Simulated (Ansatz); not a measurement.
Geometry optimisation in Ansatz: input, command and trajectory.

```yaml
crystal:
  lattice:
    - [12.4, 0.0, 0.0]
    - [0.0, 9.3, 0.0]
    - [0.0, 0.0, 3.9730115206]
  atoms:
    - { symbol: Sr, position: [0.3639793682, 0.5, 0.0], spin: 0.5 }
    - { symbol: Sr, position: [0.6360206318, 0.5, 0.5], spin: 0.5 }
basis:
  ecutwfc: 500
kpoints:
  mp_grid: { grid: [1, 1, 16] }
hamiltonian:
  xc: r2scan
scf:
  occupations: { method: gaussian, width: 0.05 }
output:
  forces: true
  stress: true
  eigenvalues: true
  populations: true
  write_density: true
  write_potential: true
  elf: true
  volumetric_format: npy
magnetization:
  spin_polarized: true
relax:
  adjacent_minimum: "off"
  f_tol: 0.01
  max_steps: 45
  cell: { fix: [a, b, alpha, beta, gamma], stress_tol: 0.03 }
```

```bash
ansatz run input.yaml --threads 2 --pin off --max-ram 5120MiB --backend cpu --events-out ev --progress --plain --runs-dir out
```

Level of theory: Ansatz 0.2.0, DFT r2SCAN, scalar-relativistic, plane waves, PAW.

Of 6 frames 6 are shown, positions in Å and forces in eV/Å; the SCF threshold varies from step to step. Steps run on the plane waves of an earlier cell, with a Pulay correction in the pressure. The basis is chosen afresh for the last frame, the zero of the energies, and can be on the way; energy and pressure step there, also at an unchanged geometry.

```xyz
2
Lattice="12.4000 0.0000 0.0000 0.0000 9.3000 0.0000 0.0000 0.0000 3.9730" Properties=species:S:1:pos:R:3:forces:R:3 pbc="T T T" step=1 free_energy_over_end_meV_per_atom=35.18 pressure_GPa=0.34
Sr    4.5133    4.6500    0.0000   -0.1850    0.0000    0.0000
Sr    7.8867    4.6500    1.9865    0.1850    0.0000    0.0000
2
Lattice="12.4000 0.0000 0.0000 0.0000 9.3000 0.0000 0.0000 0.0000 4.0378" Properties=species:S:1:pos:R:3:forces:R:3 pbc="T T T" step=2 free_energy_over_end_meV_per_atom=17.37 pressure_GPa=0.23
Sr    4.4900    4.6500    0.0000   -0.1090    0.0000    0.0000
Sr    7.9100    4.6500    2.0189    0.1090    0.0000    0.0000
2
Lattice="12.4000 0.0000 0.0000 0.0000 9.3000 0.0000 0.0000 0.0000 4.1955" Properties=species:S:1:pos:R:3:forces:R:3 pbc="T T T" step=3 free_energy_over_end_meV_per_atom=0.69 pressure_GPa=0.05
Sr    4.4719    4.6500    0.0000   -0.0370    0.0000    0.0000
Sr    7.9281    4.6500    2.0978    0.0370    0.0000    0.0000
2
Lattice="12.4000 0.0000 0.0000 0.0000 9.3000 0.0000 0.0000 0.0000 4.2117" Properties=species:S:1:pos:R:3:forces:R:3 pbc="T T T" step=4 free_energy_over_end_meV_per_atom=0.30 pressure_GPa=0.01
Sr    4.4481    4.6500    0.0000    0.0220    0.0000    0.0000
Sr    7.9519    4.6500    2.1059   -0.0220    0.0000    0.0000
2
Lattice="12.4000 0.0000 0.0000 0.0000 9.3000 0.0000 0.0000 0.0000 4.2199" Properties=species:S:1:pos:R:3:forces:R:3 pbc="T T T" step=5 free_energy_over_end_meV_per_atom=0.16 pressure_GPa=0.02
Sr    4.4586    4.6500    0.0000    0.0000    0.0000    0.0000
Sr    7.9414    4.6500    2.1099    0.0000    0.0000    0.0000
2
Lattice="12.4000 0.0000 0.0000 0.0000 9.3000 0.0000 0.0000 0.0000 4.2199" Properties=species:S:1:pos:R:3:forces:R:3 pbc="T T T" step=6 free_energy_over_end_meV_per_atom=0.00 pressure_GPa=0.02
Sr    4.4586    4.6500    0.0000    0.0000    0.0000    0.0000
Sr    7.9414    4.6500    2.1099    0.0000    0.0000    0.0000
```

It took 120 s on 2 threads of Intel(R) Xeon(R) 6975P-C (Granite Rapids) (shared host), peak memory 1.7 GiB.

The state reached may not be the lowest one.